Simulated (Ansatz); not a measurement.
GaPt3:
```yaml
crystal:
  lattice:
    - [3.89007, 0.00000, 0.00000]
    - [0.00000, 3.89007, 0.00000]
    - [0.00000, 0.00000, 3.89007]
  atoms:
    - { symbol: Ga, position: [0.00000, 0.00000, 0.00000] }
    - { symbol: Pt, position: [0.00000, 0.50000, 0.50000] }
    - { symbol: Pt, position: [0.50000, 0.00000, 0.50000] }
    - { symbol: Pt, position: [0.50000, 0.50000, 0.00000] }
```

Relaxed with PBEsol. Special points in fractions of this cell's reciprocal vectors: Γ (0.000, 0.000, 0.000); X (0.000, 0.500, 0.000); M (0.500, 0.500, 0.000); R (0.500, 0.500, 0.500).

Q: List the band energies nearest the Fermi level at these points for PBEsol (plane waves, PAW; program Ansatz).

A: In eV from the Fermi level; about four levels below and three above (degenerate sets whole), none deeper than 8.9 eV; points with the same levels are listed once.

```csv
k,below,above
Γ,-2.24 -2.24 -2.24 -0.83 -0.83,0.02 0.02 0.02
X,-2.14 -2.14 -1.90 -0.70,0.68 3.07 5.46 5.46
M,-2.08 -1.67 -1.51 -0.82,1.71 1.71 6.27
R,-2.28 -2.28 -2.28 -1.59 -1.59 -0.44,0.21 0.21 0.21
```

Space group Pm-3m (Cu3Au type). The first step of the workflow began from a Materials Project structure, measured or hypothetical; the Crystallography Open Database copy checked does not list it. COD files the formula under space group No. 127. Whether it is the stable phase at ambient conditions was not checked. Symmetry was held in the PBEsol relaxation; its stability against distortions is not shown here. The run is not spin-polarised. Scalar-relativistic: spin–orbit coupling is off unless named, which matters more the heavier the elements.

Potentials: the later of the program's two PAW sets.
